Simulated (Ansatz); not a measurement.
One crystal and one scan (scan of one atom of the cell) at two levels, PBE (plane waves to 420 eV, PAW, scalar-relativistic; Ansatz, a program for electronic structure) and r2SCAN (plane waves to 500 eV, PAW, scalar-relativistic; Ansatz), each from its own relaxed cell and on its own mesh. The cell shown is that of PBE.

La (dhcp type, space group P6_3/mmc)

```
La
1.0
    3.77035     0.00000     0.00000
   -1.88517     3.26522     0.00000
    0.00000     0.00000    12.08097
La
4
Direct
  0.00000   0.00000   0.00000
  0.00000   0.00000   0.50000
  0.33333   0.66667   0.25000
  0.66667   0.33333   0.75000
```

Scan: atom 3 (La, nearest neighbour La at 3.723 Å; its periodic images, 3.8 Å or more away, move with it) is displaced along Cartesian [110], direction (0.707, 0.707, 0.000) in Cartesian axes, by s. The other atoms stay.

The energy includes the smearing's −TS. La is run without spin polarisation. La was relaxed with its symmetry unable to fall. With partly filled bands, energies and forces of such displacements shift with the k mesh and the smearing. Both scans cover s from -0.740 to 0.740 Å.

ΔE (meV/cell), each from the undisplaced structure of its own level:

| s (Å) | PBE | r2SCAN |
|---|---|---|
| -0.740 | 130 | 113 |
| -0.592 | 86 | 72 |
| -0.444 | 49 | withheld |
| -0.296 | 21 | 16 |
| -0.148 | 5 | 4 |
| 0.000 | 0 | 0 |
| 0.148 | 5 | 4 |
| 0.296 | 22 | 15 |
| 0.444 | 52 | 39 |
| 0.592 | 99 | 77 |
| 0.740 | 162 | 130 |

Question: Estimate the r2SCAN value at -0.444 from the PBE value there and the ratio of the two levels in the two nearest given rows on that side of the minimum.

Answer: At -0.592 and -0.740 the ratio r2SCAN/PBE averages 0.853, which gives 0.853 × 49 = 42 meV/cell. The calculation gives 39 meV/cell, -20.4 % against PBE.

(A displaced cell: forces are minus the slopes of the energy, force constants its curvatures, and phonons follow from these.)
